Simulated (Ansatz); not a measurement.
HCN on a (111) slab of TaN (Fm-3m (No. 225)), 6 planes, outer planes N (top) and Ta (bottom), 1 a cell of 33.3 Å², relaxed and still whole (its atoms last):

```yaml
crystal:
  lattice:
    - [6.20149, 0.00000, 0.00000]
    - [-3.10075, 5.37065, 0.00000]
    - [0.00000, 0.00000, 26.54497]
  atoms:
    - { symbol: Ta, position: [0.16667, 0.33333, 0.30138] }
    - { symbol: Ta, position: [0.16667, 0.83333, 0.30138] }
    - { symbol: Ta, position: [0.66667, 0.33333, 0.30138] }
    - { symbol: Ta, position: [0.66667, 0.83333, 0.30138] }
    - { symbol: N, position: [0.33333, 0.16667, 0.34906] }
    - { symbol: N, position: [0.33333, 0.66667, 0.34906] }
    - { symbol: N, position: [0.83333, 0.16667, 0.34906] }
    - { symbol: N, position: [0.83333, 0.66667, 0.34906] }
    - { symbol: Ta, position: [0.50000, 0.50000, 0.39675] }
    - { symbol: Ta, position: [0.50000, 0.00000, 0.39675] }
    - { symbol: Ta, position: [0.00000, 0.50000, 0.39675] }
    - { symbol: Ta, position: [0.00000, 0.00000, 0.39675] }
    - { symbol: N, position: [0.67705, 0.32295, 0.44491] }
    - { symbol: N, position: [0.67705, 0.85410, 0.44491] }
    - { symbol: N, position: [0.14590, 0.32295, 0.44491] }
    - { symbol: N, position: [0.16667, 0.83333, 0.44354] }
    - { symbol: Ta, position: [0.82477, 0.66238, 0.49341] }
    - { symbol: Ta, position: [0.83333, 0.16667, 0.50735] }
    - { symbol: Ta, position: [0.33762, 0.66238, 0.49341] }
    - { symbol: Ta, position: [0.33762, 0.17523, 0.49341] }
    - { symbol: N, position: [0.00438, 0.50875, 0.53096] }
    - { symbol: N, position: [0.00438, 0.99562, 0.53096] }
    - { symbol: N, position: [0.50000, 0.50000, 0.53129] }
    - { symbol: N, position: [0.49125, 0.99562, 0.53096] }
    - { symbol: C, position: [0.16667, 0.83333, 0.64600] }
    - { symbol: N, position: [0.16667, 0.83333, 0.68962] }
    - { symbol: H, position: [0.16667, 0.83333, 0.60554] }
```

The calculation used Ansatz, DFT PBE+D3(BJ), scalar-relativistic, plane waves, PAW. Settings: cutoff 420 eV, Γ-centred mesh 4×4×1 on the computed 27-atom cell, Gaussian smearing of 0.10 eV; no spin polarisation. The cell repeats along c with a dipole correction in the vacuum.

It binds with 0.23 eV a molecule against the clean slab and the free molecule (no zero-point or thermal terms); its shortest contact is H–N 2.64 Å. Take first-order desorption with no barrier to adsorption, no reaction on the face and an assumed prefactor of 10^13 s⁻¹.

Task: How long does a molecule stay at 400 K?

Result: τ = ν⁻¹·exp(E/k_BT) with k_BT = 0.0345 eV: E/k_BT = 6.7, so τ ≈ 8×10^-11 s. At about one hit a site a second (10⁻⁶ mbar) the coverage is near τ × 1 s⁻¹, so a layer needs more than atmospheric pressure.

Task: Where does its peak lie in a desorption experiment heated at 2 K/s?

Result: The peak obeys E/(k_B·T_p²) = (ν/β)·exp(−E/k_BT_p). Solving gives T_p ≈ 88 K (E/k_BT_p = 30.3). An error of 0.1 eV in E moves it by about 38 K, and larger molecules have larger prefactors, which lowers it.

Task: Is this physisorption or chemisorption?

Result: The tightest contact, H–Ta 3.50 Å, is 1.74 times the sum of covalent radii, and deformation and lateral interaction add up to -0.03 eV; under 0.01 e cross the plane between them. This is physisorption.

The reference crystal is the rock-salt form of TaN, which isn't its usual structure.